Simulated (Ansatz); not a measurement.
La2O3 (La2O3 or Ni2Al3 type, space group No. 164), plane-wave PAW r²SCAN (Ansatz code). The conduction-band minimum lies at K, with 2 equivalent valleys. Second derivatives d²E/dk² of the lowest band at one valley (eV·Å²), along Cartesian directions:

```
direction  d²E/dk²
---------  -------
[100]        5.758
[010]        5.758
[001]        5.725
[110]        5.758
[101]        5.744
[011]        5.745
```

Problem. Find the principal effective masses, the density-of-states mass and the conductivity mass.

Solution. Off-diagonal terms follow from H_xy = H[110] − (H_xx + H_yy)/2, and m*/mₑ = 7.620 eV·Å² over each eigenvalue: 1.3, 1.3, 1.3. One valley's DOS mass (m₁m₂m₃)^(1/3) = 1.3, conductivity mass 3/(Σ 1/mᵢ) = 1.3 mₑ.

Problem. What effective density of states Nc follows at 300 K for parabolic valleys?

Solution. Nc = 2.509e19 × 2 × (1.3)^(3/2) ≈ 7.4e19 cm⁻³.

Problem. With the computed static dielectric constant 26.1 (mean of the diagonal), estimate a hydrogenic donor's binding energy and radius.

Solution. E = 13.606 eV × 1.3/26.1² ≈ 26 meV; a = 0.529 Å × ε/m* ≈ 11 Å. Semilocal masses tend to be too small where the gap is.

Space group P-3m1 (La2O3 or Ni2Al3 type). The cell was relaxed with r²SCAN under the symmetry of its start; phonons on a q-mesh show no instability. Scalar-relativistic: spin–orbit coupling is off unless named, which matters more the heavier the elements.

Potentials: the later of the program's two PAW sets.
